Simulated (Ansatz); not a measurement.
All numbers below come from DFT PBE, scalar-relativistic, plane waves, PAW (Ansatz). Settings: cutoff 420 eV, Γ-centred meshes spaced at most about 0.3 Å⁻¹, and about 0.25 Å⁻¹ or finer for metals (2π included), Gaussian smearing. Collinear spin in cells that started with moments and kept them past the coarse steps, no spin elsewhere.

All energies are static (0 K, no zero-point motion).

Two relaxed structures of ScGaS:

A. (site moments Sc 0.3 μB)

```cif
data_structure
_symmetry_space_group_name_H-M 'P4/mmm'
_symmetry_Int_Tables_number 123
_cell_length_a 3.6186
_cell_length_b 3.6186
_cell_length_c 5.4659
_cell_angle_alpha 90.000
_cell_angle_beta 90.000
_cell_angle_gamma 90.000
_cell_volume 71.57
loop_
_atom_site_label
_atom_site_type_symbol
_atom_site_symmetry_multiplicity
_atom_site_Wyckoff_symbol
_atom_site_fract_x
_atom_site_fract_y
_atom_site_fract_z
_atom_site_occupancy
Sc1 Sc 1 d 0.50000 0.50000 0.50000 1
Ga1 Ga 1 c 0.50000 0.50000 0.00000 1
S1 S 1 a 0.00000 0.00000 0.00000 1
```

B. (no spin)

```cif
data_structure
_symmetry_space_group_name_H-M 'P-6m2'
_symmetry_Int_Tables_number 187
_cell_length_a 4.5696
_cell_length_b 4.5696
_cell_length_c 3.3075
_cell_angle_alpha 90.000
_cell_angle_beta 90.000
_cell_angle_gamma 120.000
_cell_volume 59.81
loop_
_atom_site_label
_atom_site_type_symbol
_atom_site_symmetry_multiplicity
_atom_site_Wyckoff_symbol
_atom_site_fract_x
_atom_site_fract_y
_atom_site_fract_z
_atom_site_occupancy
Sc1 Sc 1 b 0.00000 0.00000 0.50000 1
Ga1 Ga 1 d 0.33333 0.66667 0.50000 1
S1 S 1 e 0.66667 0.33333 0.00000 1
```

Question: Which form is favoured at zero pressure, and by what margin per atom?

Answer: B is lower, by 0.33 eV/atom. A has space group P4/mmm (No. 123), 23.9 Å³/atom and no gap on its mesh; B has space group P-6m2 (No. 187), 19.9 Å³/atom and no gap. Counting S atoms around Ga and Sc (those within 1.25 times the shortest such distance or 1.15 times the sum of covalent radii, 1.27 where that leaves under three; the shortest distance is added where it exceeds 1.18 times the sum of covalent radii), A has Sc 8 from 3.7 Å, Ga 4 and B has Sc 6, Ga 6 from 3.1 Å. Their magnetic states differ too. The denser one is the lower, and pressure would at first widen the difference. In A, Sc is surrounded by 2 Ga at 2.73 Å and 4 Sc at 3.62 Å; around Ga lie 4 S at 2.56 Å and 2 Sc at 2.73 Å; around S lie 4 Ga at 2.56 Å. In B, around Sc lie 3 Ga at 2.64 Å, 6 S at 3.11 Å and 2 Sc at 3.31 Å; Ga has 3 Sc at 2.64 Å, 6 S at 3.11 Å and 2 Ga at 3.31 Å; S has 6 Ga at 3.11 Å, 6 Sc at 3.11 Å and 2 S at 3.31 Å. Both come from invented guesses. A third cell relaxed alike, in P4/nmm, lies 1.03 eV/atom below the lower of the two.

The magnetic state reached may not be the lowest. Cells relaxed within their symmetry can be saddle points. Some candidate types were left out of the draw beforehand, so a known form may be missing.
